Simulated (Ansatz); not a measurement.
NbSi₂ (CrSi2 type, space group P6_222)

```
NbSi2
1.0
    4.81046     0.00000     0.00000
   -2.40523     4.16598     0.00000
    0.00000     0.00000     6.61846
Nb Si
3 6
Direct
  0.50000   0.00000   0.00000
  0.50000   0.50000   0.33333
  0.00000   0.50000   0.66667
  0.15931   0.31861   0.00000
  0.84069   0.15931   0.33333
  0.68139   0.84069   0.66667
  0.84069   0.68139   0.00000
  0.15931   0.84069   0.33333
  0.31861   0.15931   0.66667
```

The atoms are displaced by Q × the pattern below (from a DFPT mode at Γ, largest move 1; Q in Å), at fixed cell.

| atom | x | y | z |
|---|---|---|---|
| Nb1 | -0.298 | 0.000 | 0.000 |
| Nb2 | 0.149 | 0.258 | 0.000 |
| Nb3 | 0.149 | -0.258 | 0.000 |
| Si4 | -0.014 | 0.000 | -1.000 |
| Si5 | 0.007 | 0.012 | 1.000 |
| Si6 | 0.007 | -0.012 | -1.000 |
| Si7 | -0.014 | 0.000 | 1.000 |
| Si8 | 0.007 | 0.012 | -1.000 |
| Si9 | 0.007 | -0.012 | 1.000 |

Computed with PBE (plane waves to 420 eV, PAW, scalar-relativistic; Ansatz, an electronic-structure program). k mesh 11×11×7 (Γ-centred), Fermi-Dirac smearing 0.05 eV. Energies are smeared free energies. With partly filled bands, energies and forces of such displacements shift with the k mesh and the smearing. NbSi2 is run without spin polarisation. NbSi2 was relaxed with its symmetry unable to fall. ΔE is measured from the undisplaced structure. The last digit holds for this mesh only.

```
Q (Å)   ΔE (meV/cell)
------  -------------
-0.180         1616.5
-0.150         1094.4
-0.120          685.4
-0.090       withheld
-0.060          166.5
-0.030           41.3
0.000             0.0
0.030            41.3
0.060           166.5
0.090        withheld
0.120           685.4
0.150          1094.4
0.180          1616.5
```

Problem. Fit an even polynomial form (powers 2, 4) to the given rows and predict ΔE at Q = 0.090.

Solution. Least squares on the 11 given rows: ΔE = (45780)·Q² + (127100)·Q⁴, in meV/cell with Q in Å; root-mean-square residual 0.12 meV/cell. At 0.090 the fit gives 379.2 meV/cell; the calculation gives 379.1 meV/cell, so the interpolation is off by 0.1 (+0.0 %). The quadratic term alone would give 370.8 meV/cell.

(For displaced atoms, the force is minus the slope of the energy, and its curvature is a force constant, which sets phonon frequencies.)
